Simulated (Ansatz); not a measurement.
# Structure relaxation, SiW

The relaxed structure here is a generated cell of SiW: the first start was made by placing the elements on the sites of a structure type, and the end was not matched to a known phase here, so it may be hypothetical.

The start is a generated cell, SiW placed in the CrB structure type. A full variable-cell relaxation at zero pressure is run with r2SCAN (plane waves to 500 eV, PAW, scalar-relativistic; Ansatz, a program for electronic structure). The first steps use a coarse 6×6×6 k-mesh.

Initial structure:
```yaml
crystal:
  lattice:
    - [2.06749, -5.46342, 0.00000]
    - [2.06749, 5.46342, 0.00000]
    - [0.00000, 0.00000, 4.07445]
  atoms:
    - { symbol: Si, position: [0.56400, 0.43600, 0.75000] }
    - { symbol: Si, position: [0.43600, 0.56400, 0.25000] }
    - { symbol: W, position: [0.85475, 0.14525, 0.75000] }
    - { symbol: W, position: [0.14525, 0.85475, 0.25000] }
```

- Largest initial force = about 1.3 eV/Å, on Si1, Si2 (atoms numbered as listed)
- Outcome = The space group stays Cmcm (No. 63) (the run could not lower it), with 4 atoms in the primitive cell
- Energy released = 2.20 eV/atom
- Volume change = -38.7 %, from 23.01 to 14.11 Å³/atom
- Shortest distances (start → end) = The closest pairs of elements (up to four, under 3.6 Å), start → end: Si–W 3.04 → 2.44 Å; Si–Si 2.47 → 2.57 Å; W–W 3.70 → 3.07 Å
- Optimiser moves = 16

Final values are on a 16×16×11 k-mesh of the relaxed cell. No spin polarisation in the result.

The run could not lose the symmetry of its start, so the end can be a saddle point.
